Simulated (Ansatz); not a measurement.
Data:

LiBr:
```cif
data_Br4Li4
_chemical_formula_sum 'Li4 Br4'
_space_group_name_H-M_alt 'Fm-3m'
_space_group_IT_number 225
_space_group_name_Hall '-F 4 2 3'
_cell_length_a 5.41100
_cell_length_b 5.41100
_cell_length_c 5.41100
_cell_angle_alpha 90.000
_cell_angle_beta 90.000
_cell_angle_gamma 90.000
loop_
_atom_site_label
_atom_site_type_symbol
_atom_site_symmetry_multiplicity
_atom_site_Wyckoff_symbol
_atom_site_fract_x
_atom_site_fract_y
_atom_site_fract_z
_atom_site_occupancy
Li1 Li 4 a 0.00000 0.00000 0.00000 1
Br1 Br 4 b 0.50000 0.50000 0.50000 1
```
(The calculation used a cell of 2 atoms; values per cell refer to that cell.)

This is the PBEsol-relaxed structure.

Question: All from PBEsol (plane waves, PAW; program Ansatz), unless another level is named. Predict the formation energy from the elements (no fitted shifts).

Answer: -1.56 eV/atom.

Question: What about the hole effective mass?

Answer: 0.44, 1.6, 9.2 mₑ (principal values).

Question: What about the weight of the valence-edge state by species (Voronoi cells)?

Answer: Br 91 %, Li 9 %.

Question: Predict the conduction-band minimum.

Answer: at Γ.

Question: Predict the valence-band maximum.

Answer: on the K–Γ line, 78 % of the way from K.

Symmetry was held in the PBEsol relaxation. The references are the lowest solids computed at this level, not always the standard phases. Scalar-relativistic: spin–orbit coupling is off unless named, which matters more the heavier the elements.

Potentials: the later of the program's two PAW sets.

Edges and masses are those of Kohn–Sham bands, whose gap is no quasiparticle gap.
